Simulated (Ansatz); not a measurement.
ZrPbO₃ (cubic perovskite, Pm-3m) at seven volumes, the program Ansatz at the r²SCAN level (PAW), scaled uniformly. One row is withheld.

| V (Å³/atom) | P (GPa) |
|---|---|
| 13.098 | 19.71 |
| 13.530 | 12.06 |
| 13.962 | 5.55 |
| 14.394 | 0.00 |
| 14.825 | -4.73 |
| 15.257 | -8.75 |
| 15.689 | ? |

Problem. Fit the shown pressures and predict the withheld one.

Solution. Third-order Birch–Murnaghan: P = (3/2)B₀(x^(7/2) − x^(5/2))[1 + (3/4)(B′ − 4)(x − 1)] with x = (V₀/V)^(2/3). Least squares on the six rows gives V₀ = 14.394 Å³/atom, B₀ = 170.4 GPa, B′ = 4.30. At V = 15.689, x = 0.9442 and P = -12.20 GPa. The run itself gave -12.19 GPa.

The first step of the workflow began from a Materials Project structure, measured or hypothetical; the Crystallography Open Database copy checked does not list it. COD files the formula under space group No. 38, 55. Its standing as an ambient phase is unchecked. Symmetry was held in the r²SCAN relaxation; whether a distortion lowers the energy is not shown. No spin polarisation was allowed. Scalar-relativistic: spin–orbit coupling is off unless named, which matters more the heavier the elements.

Potentials: the later of the program's two PAW sets.
